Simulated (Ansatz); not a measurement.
Zr (hcp (Mg type)), relaxed with LDA (Ansatz, a program for electronic structure, plane waves, PAW): a = b = 3.143 Å, c = 5.092 Å, α = β = 90.00°, γ = 120.00°.

| Quantity | Value |
|---|---|
| B₀ by P(V) fit (GPa) | 101 |
| K_Hill (GPa) | 103 |
| G_Hill (GPa) | 21.9 |
| highest Γ mode, no LO–TO term (cm⁻¹) | 172 |
| Θ_D (K) | 214 |

### Question
The same phase is relaxed and computed with r²SCAN in the same code. What are the cell and these values now?

### Answer
a = 3.246 Å, b = 3.246 Å, c = 5.152 Å, α = 90.00°, β = 90.00°, γ = 120.00°.

- B₀ by P(V) fit (GPa) = 95.2
- K_Hill (GPa) = 94.9
- G_Hill (GPa) = 37.0
- highest Γ mode, no LO–TO term (cm⁻¹) = 149
- Θ_D (K) = 279

All cells were relaxed under the symmetry of their starts (and spin orders); stability against distortions was not tested throughout. Rows with no word on spin ran without spin polarisation. Spin–orbit coupling is left out wherever it is not named.

Potentials: the earlier of the program's two PAW sets.

Ansatz is a plane-wave DFT program.
